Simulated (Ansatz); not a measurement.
In2O3:
```xyz
10
Lattice="2.7543 1.5902 4.8545 -2.7543 1.5902 4.8545 0.0000 -3.1804 4.8545" Properties=species:S:1:pos:R:3 pbc="T T T"
In     0.0000     0.0000     2.0816
In     0.0000     0.0000    12.4818
In     0.0000     0.0000     5.2001
In     0.0000     0.0000     9.3633
O      0.8169    -1.7655     8.4953
O     -0.8169     1.7655     6.0681
O      1.1205     1.5902     8.4953
O     -1.1205    -1.5902     6.0681
O     -1.9374     0.1753     8.4953
O      1.9374    -0.1753     6.0681
```

r²SCAN in the plane-wave PAW code Ansatz gives a gap of 1.80 eV without spin–orbit coupling, maximum on the Γ–S0 line, 54 % of the way from Γ, minimum at Γ.

Question: What happens when spin–orbit coupling is switched on?

Answer: The gap hardly moves, to 1.80 eV; maximum on the Γ–S0 line, 54 % of the way from Γ, minimum at Γ.

Question: Give the electron effective mass with spin–orbit coupling.

Answer: 0.19 mₑ (isotropic).

Question: Give the hole effective mass with spin–orbit coupling.

Answer: 0.70, 2.7, 15 mₑ (principal values).

Space group R-3c (corundum). The first step of the workflow began from a Materials Project structure, measured or hypothetical; the Crystallography Open Database files this formula in space group No. 167, but the cells were not matched. It is not the phase usual at ambient conditions (space group No. 206). Symmetry was held in the r²SCAN relaxation; whether a distortion lowers the energy is not shown.

Potentials: the earlier of the program's two PAW sets.
